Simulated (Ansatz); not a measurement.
Cd (hcp (Mg type), P6_3/mmc) at seven volumes, DFT-r²SCAN+D4 in the program Ansatz with PAW potentials, shape and atoms relaxed at each. One row is withheld.

| V (Å³/atom) | P (GPa) |
|---|---|
| 19.415 | 6.89 |
| 20.055 | ? |
| 20.695 | 1.80 |
| 21.335 | 0.00 |
| 21.975 | -1.47 |
| 22.615 | -2.45 |
| 23.255 | -2.88 |

Task: Fit the shown pressures and predict the withheld one.

Result: P = (3/2)B₀(x^(7/2) − x^(5/2))[1 + (3/4)(B′ − 4)(x − 1)] with x = (V₀/V)^(2/3). Least squares on the six rows gives V₀ = 21.315 Å³/atom, B₀ = 50.7 GPa, B′ = 8.46. At V = 20.055, x = 1.0415 and P = 3.97 GPa. The run itself gave 4.08 GPa.

The cell was relaxed with r²SCAN+D4 under the symmetry of its start. The pairwise dispersion correction was not fitted to metals.

Potentials: the later of the program's two PAW sets.
